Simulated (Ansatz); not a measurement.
Given:

Al2O3:
```yaml
crystal:
  lattice:
    - [4.85220, 2.74205, 0.00000]
    - [-4.85220, 2.74205, 0.00000]
    - [-3.07178, 0.00000, 4.73377]
  atoms:
    - { symbol: Al, position: [0.15895, 0.99363, 0.51738] }
    - { symbol: Al, position: [0.00637, 0.84105, 0.01738] }
    - { symbol: Al, position: [0.80001, 0.31254, 0.49257] }
    - { symbol: Al, position: [0.68746, 0.19999, 0.99257] }
    - { symbol: O, position: [0.30550, 0.97957, 0.88505] }
    - { symbol: O, position: [0.02043, 0.69450, 0.38505] }
    - { symbol: O, position: [0.87695, 0.13162, 0.86412] }
    - { symbol: O, position: [0.86838, 0.12305, 0.36412] }
    - { symbol: O, position: [0.75941, 0.56648, 0.86592] }
    - { symbol: O, position: [0.43352, 0.24059, 0.36592] }
```

This is the r²SCAN-relaxed structure. Cartesian axes are those of the cell as given.

Question: All from r²SCAN in the plane-wave PAW code Ansatz, unless another level is named. Give the hole effective mass.

Answer: 1.5, 2.2, 3.5 mₑ (principal values).

Question: Next, the band gap?

Answer: 4.72 eV (smallest direct gap 4.75 eV).

Question: Predict the valence-band maximum.

Answer: on the Γ–C line, 17 % of the way from Γ (k = 0.062, 0.062, 0.000 in fractions of the reciprocal vectors).

Space group Cc. The start of the workflow was typed in or built on a structure type; neither database checked (COD, Materials Project) lists it. It is not the phase usual at ambient conditions (space group No. 167). The r²SCAN relaxation kept the symmetry of its start; its stability against distortions is not shown here.

Potentials: the earlier of the program's two PAW sets.
